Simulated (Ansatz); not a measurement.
MoS2: Field gradients at the nuclei

The cell is a structure deposited in the COD, ions relaxed with PBE at fixed cell.

Space group P6_3/mmc (No. 194); a = 3.1690, c = 12.3240 Å, γ = 120.00°.

```csv
site,Wyckoff,site symmetry,x,y,z
Mo,2c,-6m2,0.3333,0.6667,0.2500
S,4f,3m.,0.3333,0.6667,0.6233
```

One atom of each set is listed.

Method: Kohn–Sham DFT in Ansatz, LDA, plane waves and PAW, scalar-relativistic, collinear spin, 420 eV cutoff, Γ-centred 11×11×3 k-points, Fermi–Dirac smearing 0.02 eV. Start moments as typed (μB): 2 on each Mo, none on the rest.

Conventions: |V_zz| ≥ |V_yy| ≥ |V_xx|, η = (V_xx − V_yy)/V_zz, C_Q = eQV_zz/h.

⁹⁵Mo: I = 5/2, Q = -22.00 mb; S-33: I = 3/2, Q = -69.40 mb. Nuclear quadrupole moments: year-2017 set (Pyykkö).

Problem. Which values are expected at the nuclei?

Solution. 

```csv
site,atoms,first shell,"V_xx, V_yy, V_zz (10²¹ V/m²)",η,C_Q (MHz)
Mo,2,6 S at 2.41 Å,"3.87, 3.87, -7.73",0.00,4.11
S,4,3 Mo at 2.41 Å,"2.66, 2.66, -5.32",0.00,8.93
```

An axis of threefold or higher order runs through Mo and S, so V_zz lies along it and η is zero.

At this cell the LDA pressure is -5 GPa, so with LDA the cell would shrink if it were relaxed. The largest force is 0.4 eV/Å, so the atoms aren't at the calculated equilibrium and relaxing them would move these values. Without spin–orbit coupling (the program notes it for Mo) the gradients can shift somewhat, as the gap is small. The start moments die out, and the run ends without spin.
